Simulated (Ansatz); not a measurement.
**Mg: computed property card**

Mg:
```
CELL_PARAMETERS angstrom
      5.72770     0.00000     0.00000
      0.00000     5.72770     0.00000
      0.00000     0.00000     5.72770
ATOMIC_POSITIONS crystal
  Mg 0.00000 0.00000 0.00000
  Mg 0.50000 0.50000 0.50000
  Mg 0.25000 0.00000 0.50000
  Mg 0.75000 0.00000 0.50000
  Mg 0.50000 0.25000 0.00000
  Mg 0.50000 0.75000 0.00000
  Mg 0.00000 0.50000 0.25000
  Mg 0.00000 0.50000 0.75000
```

Space group Pm-3n (No. 223), A15 (β-W type); conventional cell a = b = c = 5.728 Å, α = β = γ = 90.00°.

Method: PBE (plane waves, PAW; program Ansatz). Geometry: relaxed at this level of theory. Other levels are named where they apply.

### Cell and energy

```
Item                  Value
---------------  ----------
Volume per atom    23.49 Å³
Density          1.72 g/cm³
```

### Electronic structure

```
Item                                                                         Value
------------------------------------  --------------------------------------------
Electronic character                                             metallic (no gap)
Density of states at the Fermi level  0.34 states/eV per atom (mean over ±0.08 eV)
```

### Mechanics

```
Property                               Value
----------------------------------  --------
Bulk modulus (Birch–Murnaghan fit)  33.9 GPa
Pressure derivative B′                   4.0
```

The start of the workflow was typed in or built on a structure type; neither database checked (COD, Materials Project) lists it. It is not the phase usual at ambient conditions (space group No. 194). The PBE relaxation kept the symmetry of its start; its stability against distortions is not shown here.

Potentials: the later of the program's two PAW sets.
